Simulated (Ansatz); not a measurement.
This is a relaxation of cell and atoms with the plane-wave code Ansatz on In3BiP2 as one 6-atom ordering (I-4m2) on the zincblende lattice; the level of theory is PBE. It starts from a guessed cell.

```yaml
crystal:
  lattice:
    - [-2.1186997613, 2.1186997613, 8.9888818111]
    - [2.1186997613, -2.1186997613, 8.9888818111]
    - [2.1186997613, 2.1186997613, -8.9888818111]
  atoms:
    - { symbol: P, position: [0.1666666667, 0.1666666667, 0.0] }
    - { symbol: In, position: [0.75, 0.25, 0.5] }
    - { symbol: P, position: [0.8333333333, 0.8333333333, 0.0] }
    - { symbol: In, position: [0.4166666667, 0.9166666667, 0.5] }
    - { symbol: Bi, position: [0.5, 0.5, 0.0] }
    - { symbol: In, position: [0.0833333333, 0.5833333333, 0.5] }
kpoints:
  mp_grid: { grid: [8, 8, 8] }
hamiltonian:
  xc: pbe
scf:
  occupations: { method: fermi_dirac, width: 0.02 }
relax:
  f_tol: 0.005
  cell: {}
```

The output follows, shortened, with numbered blanks.
```
Functional definition: PBE
Crystal: 6 atoms, lattice volume = 161.400 Å³
[1]
[2]
Symmetry: 8 space group operations
Space group: I-4m2 (ITA 119)
k-points: 59 of 512 (time reversal used)
preconditioner: auto → Resta (q_TF=auto, 2.338 Å⁻¹)  ε∞=3.3  [σ=0.020 eV  ℏωp=23.4 eV]
relax step 1: F+E_penalty+E_count = -30700.66132471 eV  max|allowed force component| = 3.087e0 eV/Å  Δτ_max = 0.0000 Å  P = +9.835 GPa  Ω = 161.400 Å³
--- Relaxed structure (5 steps of the walk, 5 accepted, 1 SCFs on fresh bases) ---
[3]
```

**Question.** Fill in the blanks. They hold the relaxed structure, cutoff and plane waves at Γ, the band count.

**Answer.**
```
[1]
Basis set: ecut = 420 eV, 3127 PW (Γ), FFT grids on a1+a3, a2+a3, a3
[2]
Bands: 39, of which v1, the nominal top of the filled ones, is band 32 counted from 1 (31 counted from 0)
[3]
  F+E_penalty+E_count = -30702.00245175 eV   max|allowed force component| = 3.636e-3 eV/Å
  cell:  # Å, volume = 183.1760 Å³
    - [-2.201178, 2.201178, 9.451446]
    - [2.201178, -2.201178, 9.451446]
    - [2.201178, 2.201178, -9.451446]
  atoms:
    - { symbol: P, position: [0.174429, 0.174429, 0.000000] }
    - { symbol: In, position: [0.750000, 0.250000, 0.500000] }
    - { symbol: P, position: [0.825571, 0.825571, 0.000000] }
    - { symbol: In, position: [0.401495, 0.901495, 0.500000] }
    - { symbol: Bi, position: [0.500000, 0.500000, 0.000000] }
    - { symbol: In, position: [0.098505, 0.598505, 0.500000] }
```
Only the leading digits can be foreseen; the rest is this run's record.

The walk took 5 steps, besides SCFs solved again on a fresh basis, and changed the volume by +13.5 %. The last SCF, on a fresh basis, lies 224 meV an atom below the first. Final cell: space group I-4m2 (No. 119), tetragonal; conventional cell a = 4.402 Å, c = 18.903 Å, 30.53 Å³ an atom. Around P lie 4 In at 2.62–2.63 Å; around In lie 4 P at 2.62 Å; around In lie 2 P at 2.63 Å and 2 Bi at 2.88 Å; around Bi lie 4 In at 2.88 Å.

Command: `ansatz run input.yaml --threads 2 --pin off --max-ram 20275MiB --backend cpu --events-out ev --progress --plain --runs-dir out`.

**Question.** What wall time did it need on 2 threads of AMD EPYC 7R13 Processor (Zen 3), on a shared host, load about 1.9 per core, and what peak of host memory did it reach?

**Answer.** About 64 s, with a peak of 0.84 GiB.

The cell comes from a prototype generator: it can be a known phase or a hypothetical one. Spin polarisation is off.
